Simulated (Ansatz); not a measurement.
Several occupations of a rock salt lattice at one composition, 2 Ta, 4 Sc, 4 Mo; 10 C. Sites, in fractions of the cell 2.278 2.278 4.557; -2.278 -2.278 4.557; 6.835 -4.557 2.278 Å:

| cell | sites |
| --- | --- |
| all | C (0.05 0.25 0.40), C (0.15 0.75 0.20), C (0.25 0.25 0.00), C (0.35 0.75 0.80), C (0.45 0.25 0.60), C (0.55 0.75 0.40), C (0.65 0.25 0.20), C (0.75 0.75 0.00), C (0.85 0.25 0.80), C (0.95 0.75 0.60), Sc (0.10 0.50 0.80), Sc (0.70 0.50 0.60) |
| 1 | Mo (0.20 0.00 0.60), Mo (0.30 0.50 0.40), Mo (0.40 0.00 0.20), Mo (0.60 0.00 0.80), Sc (0.80 0.00 0.40), Sc (0.90 0.50 0.20), Ta (0.00 0.00 0.00), Ta (0.50 0.50 0.00) |
| 2 | Mo (0.00 0.00 0.00), Mo (0.20 0.00 0.60), Mo (0.50 0.50 0.00), Mo (0.80 0.00 0.40), Sc (0.40 0.00 0.20), Sc (0.90 0.50 0.20), Ta (0.30 0.50 0.40), Ta (0.60 0.00 0.80) |
| 3 | Mo (0.30 0.50 0.40), Mo (0.50 0.50 0.00), Mo (0.80 0.00 0.40), Mo (0.90 0.50 0.20), Sc (0.20 0.00 0.60), Sc (0.60 0.00 0.80), Ta (0.00 0.00 0.00), Ta (0.40 0.00 0.20) |

Each was relaxed without symmetry on coarser meshes and computed once more. Computed with Ansatz, DFT PBE, scalar-relativistic, plane waves, PAW.

Plane waves to 420 eV, a k mesh through Γ of 7×7×4 on the computed 20-atom cell and Gaussian smearing (0.10 eV); no spin polarisation.

Warren–Cowley parameters of the first shell of the sublattice with most elements (negative: unlike neighbours preferred):
| cell | Mo-Sc | Mo-Ta | Sc-Ta |
| --- | --- | --- | --- |
| 1 | -0.15 | -0.04 | -0.04 |
| 2 | -0.25 | -0.25 | -0.25 |
| 3 | 0.12 | -0.35 | 0.27 |

**Question.** Which occupation is lowest in energy, and by how much?

**Answer.** Cell 1.
```
cell E − E(lowest) (meV/atom) V (Å³/atom)
   1                       0.0        11.12
   2                      23.7        11.18
   3                      52.0        11.30
```

The final mesh leaves forces up to 0.17 eV/Å and stresses up to 0.2 GPa: the relaxation ran on a coarser mesh, so the cell's shape, its bonds and its energy belong partly to that mesh.

Spin–orbit coupling is left out, which can shift energies with elements as heavy as these.

Cost: 6 runs of about 21 core-minutes in all (earlier runs that led there not counted), on Intel Xeon 6975P-C (Granite Rapids) (shared hosts).